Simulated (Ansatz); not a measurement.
With PBE in the plane-wave PAW code Ansatz, YNbN3 in the trigonal phase (R3c; Y on 6a, Nb on 6a, N on 18b) relaxes to a = 5.630 Å, c = 14.313 Å. Against the elements it lies at -0.89 eV/atom, with no fitted shifts.

Electronic character: metallic (no gap). The magnetic state found is ferromagnetic. The net moment is 0.20 μB per atom.

The start of the workflow was typed in or built on a structure type; neither database checked (COD, Materials Project) lists it. Its standing as an ambient phase is unchecked. Symmetry was held in the PBE relaxation; its stability against distortions is not shown here. Magnetic state: ferromagnetic, the only order run, not a proven ground state. No Hubbard U is applied. The references are the lowest solids computed at this level, not always the standard phases (solids in place of the gases). Spin–orbit coupling is left out wherever it is not named.

Potentials: the earlier of the program's two PAW sets.
